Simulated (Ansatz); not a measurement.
**Does relaxation matter for the field gradients of SnO2 with fluorine replacing O?**

Start: a supercell of SnO2 (rutile type, P4_2/mnm) built from a refined structure from the COD, with all atoms left at the host's positions.

Space group Pmm2 (No. 25); a = 6.7005, b = 9.5595, c = 6.7005 Å.

| site | Wyckoff | site symmetry | x | y | z |
| --- | --- | --- | --- | --- | --- |
| Sn1 | 1a | mm2 | 0.0000 | 0.0000 | 0.0000 |
| Sn2 | 2g | m.. | 0.0000 | 0.3333 | 0.0000 |
| Sn4 | 1c | mm2 | 0.5000 | 0.0000 | 0.5000 |
| Sn5 | 2h | m.. | 0.5000 | 0.3333 | 0.5000 |
| Sn7 | 2g | m.. | 0.0000 | 0.1667 | 0.5000 |
| Sn8 | 1b | mm2 | 0.0000 | 0.5000 | 0.5000 |
| Sn10 | 2h | m.. | 0.5000 | 0.1667 | 0.0000 |
| Sn11 | 1d | mm2 | 0.5000 | 0.5000 | 0.0000 |
| F | 1a | mm2 | 0.0000 | 0.0000 | 0.3071 |
| O14 | 2g | m.. | 0.0000 | 0.3333 | 0.3071 |
| O16 | 1c | mm2 | 0.5000 | 0.0000 | 0.8071 |
| O17 | 2h | m.. | 0.5000 | 0.3333 | 0.8071 |
| O19 | 4i | 1 | 0.3071 | 0.1667 | 0.5000 |
| O20 | 2f | .m. | 0.3071 | 0.5000 | 0.5000 |
| O22 | 4i | 1 | 0.8071 | 0.1667 | 0.0000 |
| O23 | 2f | .m. | 0.8071 | 0.5000 | 0.0000 |
| O25 | 1a | mm2 | 0.0000 | 0.0000 | 0.6929 |
| O26 | 2g | m.. | 0.0000 | 0.3333 | 0.6929 |
| O28 | 1c | mm2 | 0.5000 | 0.0000 | 0.1929 |
| O29 | 2h | m.. | 0.5000 | 0.3333 | 0.1929 |

One atom of each set is listed; the run and its k-mesh use a cell of 36 atoms with edges of 6.70, 6.70, 9.56 Å.

The numbers come from a DFT calculation in Ansatz (PBE, plane waves and PAW, scalar-relativistic, collinear spin, 420 eV cutoff, Γ-centred 3×3×2 k-points, Fermi–Dirac smearing 0.01 eV). Start moments as typed (μB): 1 on each F, none on the rest.

The largest force at the start is 3.4 eV/Å. Relaxing the ions at fixed cell moves them by 0.134 Å at most (atom 1, Sn) and 0.049 Å rms.

| site | moved (Å) | first shell before | first shell after | V_zz before (10²¹ V/m²) | η before |
| --- | --- | --- | --- | --- | --- |
| Sn1 | 0.134 | 5 O at 2.05–2.06 Å, 1 F at 2.06 Å | 5 O at 2.01–2.04 Å, 1 F at 2.14 Å | 12.99 | 0.86 |
| Sn2 | 0.043 | 6 O at 2.05–2.06 Å | 6 O at 2.03–2.07 Å | 5.63 | 0.99 |
| Sn4 | 0.007 | 6 O at 2.05–2.06 Å | 6 O at 2.04–2.06 Å | 5.37 | 0.85 |
| Sn5 | 0.015 | 6 O at 2.05–2.06 Å | 6 O at 2.04–2.08 Å | 5.85 | 0.72 |
| Sn7 | 0.112 | 5 O at 2.05–2.06 Å, 1 F at 2.05 Å | 5 O at 2.01–2.03 Å, 1 F at 2.20 Å | 12.71 | 0.17 |
| Sn8 | 0.019 | 6 O at 2.05–2.06 Å | 6 O at 2.04–2.06 Å | 6.21 | 0.73 |
| Sn10 | 0.002 | 6 O at 2.05–2.06 Å | 6 O at 2.05–2.07 Å | -6.20 | 0.54 |
| Sn11 | 0.016 | 6 O at 2.05–2.06 Å | 6 O at 2.04–2.07 Å | 5.56 | 0.97 |
| F | 0.055 | 3 Sn at 2.05–2.06 Å | 3 Sn at 2.14–2.20 Å | -9.46 | 0.17 |
| O25 | 0.086 | 3 Sn at 2.05–2.06 Å | 3 Sn at 2.01–2.02 Å | -11.09 | 0.19 |
| O28 | 0.010 | 3 Sn at 2.05–2.06 Å | 3 Sn at 2.04–2.06 Å | -9.72 | 0.11 |

Problem. How do the gradients change?

Solution. 

```tsv
site	V_zz after	η after	change of V_zz
Sn1	10.36	0.97	-2.63
Sn2	6.37	0.35	+0.74
Sn4	5.48	0.20	+0.11
Sn5	6.21	0.15	+0.36
Sn7	13.12	0.03	+0.41
Sn8	6.28	0.03	+0.07
Sn10	-4.92	0.92	+1.28
Sn11	6.27	0.17	+0.71
F	-9.50	0.28	-0.04
O25	-11.01	0.03	+0.08
O28	-10.50	0.15	-0.78
```

The largest change of V_zz is on Sn1, from 12.99 to 10.36. In per cent, |V_zz| changes by -21 to +13 on Sn, 0 on F, -1 to +8 on O (all sites that start above 2). Where |V_zz| stays above 0.1 and the axes keep their order, η moves most on Sn11, from 0.97 to 0.17. On Sn5, Sn4 V_xx and V_yy change places (or their axes turn by over 50°), so the two values of η hide a larger change. The table leaves out 9 of the 20 sites, with |V_zz| up to 10.86; their tensors move by 1.64 at most along any direction. The statements above cover all sites. The host's own positions weren't relaxed first, so part of the change far from the defect can be the host's relaxation.

The defect repeats with the cell of 36 atoms, so it feels its images: sites between two images don't show the values beside a lone defect, and zeros or small values of η there can come from the images' arrangement. O and Sn carry a gradient in the pure host already, so the values there aren't the defect's effect alone. The defect cell has no gap above 0.1 eV on its mesh, so the values can hang on the smearing and the k-mesh. Without spin–orbit coupling (the program notes it for Sn) the gradients can shift somewhat, as the gap is small. The cell keeps the host's lattice, where the PBE pressure is 15 GPa. The start moments die out, and the run ends without spin.
Before: The neighbours have not yet relaxed around the defect (largest force 3.4 eV/Å), so the values at and beside it are those of a strained start, not of the defect in a real crystal.
After: The relaxation keeps the site symmetry mm2 of the start, so the impurity can move only along its axis; a distortion that would localise the partly filled state isn't explored.
